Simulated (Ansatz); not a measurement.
## From the elastic tensor of ScAl$_{3}$N$_{4}$ to moduli and sound speeds

Method: DFT PBE, scalar-relativistic, plane waves, PAW in Ansatz 0.2.0. Plane waves to 420 eV; Γ-centred k mesh 4×4×6; fixed occupations. No spin polarisation.

Space group Pmn2_1 (No. 31), orthorhombic, a = 6.483 Å, b = 5.610 Å, c = 5.065 Å. Around Sc lie 4 N at 2.08–2.17 Å, 1 N at 2.90 Å and 12 Al at 3.11–3.25 Å; Al on a site of symmetry m is surrounded by 4 N at 1.89–1.94 Å, 4 Sc at 3.12–3.24 Å, 8 Al at 3.14–3.32 Å and 1 N at 3.16 Å; Al on a site of symmetry 1 is surrounded by 4 N at 1.90–1.95 Å, 4 Sc at 3.11–3.25 Å, 7 Al at 3.12–3.25 Å and 1 N at 3.16 Å; around N on a site of symmetry m lie 3 Al at 1.91 Å and 1 Sc at 2.09 Å; N on a second site of symmetry m is surrounded by 3 Al at 1.94–1.95 Å and 1 Sc at 2.17 Å; around N on a site of symmetry 1 lie 3 Al at 1.89–1.91 Å and 1 Sc at 2.08 Å.

The cell was found from a proposed guess, not taken from experiment.

Relaxed-ion constants (GPa, on the Cartesian axes of the calculation):
C11 = 299.5, C12 = 136.5, C13 = 118.7, C22 = 298.4, C23 = 117.1, C33 = 250.8, C44 = 94.0, C55 = 96.2, C66 = 81.9 GPa; the others vanish.

Density 3.280 g/cm³; 16 atoms in 184.20 Å³.

With S = C⁻¹: B_V = (C11+C22+C33+2(C12+C13+C23))/9, G_V = (C11+C22+C33−C12−C13−C23+3(C44+C55+C66))/15, 1/B_R = S11+S22+S33+2(S12+S13+S23), 15/G_R = 4(S11+S22+S33−S12−S13−S23)+3(S44+S55+S66); Hill is their mean. Then v_l = √((B+4G/3)/ρ), v_t = √(G/ρ), v_m = [(2/v_t³+1/v_l³)/3]^(−1/3) and Θ = (ħ/k_B)·v_m·(6π²n/V)^(1/3) for n atoms in the volume V; E = 9BG/(3B+G), ν = (3B−2G)/(2(3B+G)) and A^U = 5G_V/G_R + B_V/B_R − 6.

```
Bulk modulus, Voigt / Reuss / Hill          : 177.0 / 174.9 / 176.0 GPa
Shear modulus, Voigt / Reuss / Hill         : 86.2 / 85.3 / 85.8 GPa
Young's modulus                             : 221 GPa
Poisson ratio                               : 0.290
Pugh ratio B/G                              : 2.05 (over 1.75, the rule of thumb for ductile)
Universal anisotropy index                  : 0.06
Longitudinal and transverse sound speeds    : 9408 and 5113 m/s
Debye temperature from the mean sound speed : 752 K
```
